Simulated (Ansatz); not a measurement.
# SiGe3Pt: rattling a relaxed structure

The cell was found from a proposed guess, not taken from experiment.

Level of theory: DFT PBE, scalar-relativistic, plane waves, PAW in Ansatz. Cutoff 420 eV; k points 12×12×4 on the computed 5-atom cell (Γ-centred); Gaussian smearing, width 0.10 eV; no spin polarisation.

The cell below (5 atoms, space group P3m1 (No. 156)) is relaxed within its symmetry.

```
CELL_PARAMETERS angstrom
4.05771 0.00000 0.00000
-2.02885 3.51408 0.00000
0.00000 0.00000 7.63419
ATOMIC_POSITIONS crystal
Si 0.00000 0.00000 0.44835
Ge 0.66667 0.33333 0.54466
Ge 0.66667 0.33333 0.87986
Ge 0.00000 0.00000 0.12576
Pt 0.33333 0.66667 0.00137
```

For the test a repeat of it with 10 atoms (edges 4.06, 7.03, 7.63 Å) was strained at random (σ = 1.5 % a component), the atoms were moved at random (σ = 0.05 Å), and all was relaxed again on a coarse 6×4×4 mesh (in the run’s order of axes) with 0.20 eV smearing, with no symmetry imposed.

Spin–orbit coupling, which can matter for Pt, is left out.

Task: Is the structure stable against such a distortion?

Result: It returns, within 1 meV/atom of the unmoved cell on that mesh and with the same symmetry when read at 0.1 Å (P1 at 0.01 Å, so small strains and shifts remain). No instability shows in this cell; modes of other wave vectors, which need another repeat, aren't tested.
